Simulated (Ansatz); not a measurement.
Values for one crystal, relaxed and computed with DFT-r²SCAN in the program Ansatz with PAW potentials; other levels are named.

```yaml
volume_per_atom: 5.88 Å³
band_gap: 5.75 eV (indirect)
mechanical_stability: stable (all eigenvalues of C positive)
Vibrational entropy at 300 K: 3.3 J/(K·mol of atoms)
valence_band_maximum: at Γ
Largest static χ(2) component: 6.1 pm/V
Bulk modulus (Birch–Murnaghan fit): 392 GPa
```

**Question.** Which of these materials gives this?
A. BN, P6_3mc (Pearson symbol hP12)
B. BPO4, I-4 (B on 2d, P on 2a, O on 8g)
C. YN, rock salt
D. AlN, rock salt

**Answer.** A, BN, P6_3mc (Pearson symbol hP12)

The cell is a constructed one: a structure type filled with these elements. Its sites differ from those of the usual phase in this space group: another stacking or structure type. The cell was relaxed with r²SCAN under the symmetry of its start; its stability against distortions is not shown here.

Potentials: the later of the program's two PAW sets.
